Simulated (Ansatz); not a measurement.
## How much do the gradients of ZnPtC6N6 depend on the method?

Cell: an entry of the Crystallography Open Database (COD), its atoms then relaxed with PBE in this cell.

Space group Fm-3m (No. 225); a = 10.5186 Å.

| site | Wyckoff | site symmetry | x | y | z |
| --- | --- | --- | --- | --- | --- |
| Zn | 4b | m-3m | 0.5000 | 0.5000 | 0.5000 |
| Pt | 4a | m-3m | 0.0000 | 0.0000 | 0.0000 |
| C | 24e | 4m.m | 0.5000 | 0.5000 | 0.1903 |
| N | 24e | 4m.m | 0.5000 | 0.5000 | 0.3001 |

One atom of each set is listed; the run and its k-mesh use a cell of 14 atoms with edges of 7.44, 7.44, 7.44 Å.

First run. Level of theory: DFT, PBE, plane waves and PAW, scalar-relativistic, 420 eV cutoff, Γ-centred 6×6×6 k-points, Fermi–Dirac smearing 0.05 eV (Ansatz 0.2.0).

```tsv
site	V_zz (10²¹ V/m²)	η
C	-3.78	0.00
N	-5.82	0.00
```

Second run. The same atoms and settings, except that the functional is r2SCAN and the cutoff is 500 eV.

Task: Given the first result, estimate the second.

Result: 

```json
{"site": "C", "V_zz": "-4.13", "η": "0.00", "change of V_zz": "-0.35"}
{"site": "N", "V_zz": "-6.09", "η": "0.00", "change of V_zz": "-0.27"}
```

The largest change of V_zz is on C, from -3.78 to -4.13. In per cent, |V_zz| changes by +9 on C, +5 on N (all sites that start above 0.5). Sites without a gradient aren't listed.

Without spin–orbit coupling the gradients at and beside Pt can be off by some per cent, at some sites by more. The database entry as given showed forces above 3 eV/Å or a pressure above 30 GPa, though relaxing it moves no atom far.
For the second run: The largest force is 0.8 eV/Å, so the atoms aren't at the calculated equilibrium and relaxing them would move these values.
